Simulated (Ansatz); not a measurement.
Sn$_{3}$Ge:
```
CELL_PARAMETERS angstrom
      4.54859     0.00000     0.00000
      0.00000     4.54859     0.00000
      0.00000     0.00000     6.45394
ATOMIC_POSITIONS crystal
  Ge 0.00000 0.00000 0.00000
  Sn 0.50000 0.00000 0.23407
  Sn 0.50000 0.50000 0.50000
  Sn 0.00000 0.50000 0.76593
```

Relaxed with PBE. Special points in fractions of this cell's reciprocal vectors: Γ (0.000, 0.000, 0.000); X (0.000, 0.500, 0.000); M (0.500, 0.500, 0.000); Z (0.000, 0.000, 0.500); R (0.000, 0.500, 0.500); A (0.500, 0.500, 0.500).

Problem. List the band energies nearest the Fermi level at these points for plane-wave PAW PBE (Ansatz code).

Solution. In eV from the Fermi level; about four levels below and three above (degenerate sets whole), none deeper than 8.9 eV; points with the same levels are listed once.

```csv
k,below,above
Γ,-7.24 -2.28 -2.28 -1.10,0.16 0.22 0.22
X,-2.89 -2.71 -1.31 -0.73,1.20 2.03 3.98
M,-2.35 -2.26 -2.26 -2.14,0.77 1.02 1.08 1.08
Z,-1.71 -1.71 -1.11 -1.11,1.07 1.08 2.12
R,-0.97 -0.96 -0.64 -0.33,0.25 3.25 3.37
A,-2.86 -2.80 -2.80 -2.79,3.36 3.41 3.41
```

Space group P-4m2. The start of the workflow was typed in or built on a structure type; neither database checked (COD, Materials Project) lists it. Its standing as an ambient phase is unchecked. The PBE relaxation kept the symmetry of its start; its stability against distortions is not shown here. Spin–orbit coupling is left out wherever it is not named.

Potentials: the later of the program's two PAW sets.
